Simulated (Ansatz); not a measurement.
Data:

Ta3Sn:
```xyz
4
Lattice="0.0000 3.3169 3.3169 3.3169 0.0000 3.3169 3.3169 3.3169 0.0000" Properties=species:S:1:pos:R:3 pbc="T T T"
Sn     0.0000     0.0000     0.0000
Ta     3.3169     3.3169     3.3169
Ta     1.6585     1.6585     1.6585
Ta     4.9754     4.9754     4.9754
```

This is the PBEsol-relaxed structure.

Question: All from the program Ansatz at the PBEsol level (PAW), unless another level is named. Estimate the density of states at the Fermi level.

Answer: 1.0 states/eV per atom (mean over ±0.08 eV).

Question: What about the formation energy from the elements (no fitted shifts)?

Answer: 0.14 eV/atom.

Space group Fm-3m. The cell is a constructed one: a structure type filled with these elements; neither database checked (COD, Materials Project) lists it. COD files the formula under space group No. 223. Whether it is the stable phase at ambient conditions was not checked. The cell was relaxed with PBEsol under the symmetry of its start. At this level the phase is mechanically unstable. The run is not spin-polarised. The references are the lowest solids computed at this level, not always the standard phases. Scalar-relativistic: spin–orbit coupling is off unless named, which matters more the heavier the elements.

Potentials: the earlier of the program's two PAW sets. The files were generated under PBE; for other functionals the program regenerates the frozen cores, and for LDA and PBEsol the local potential too.
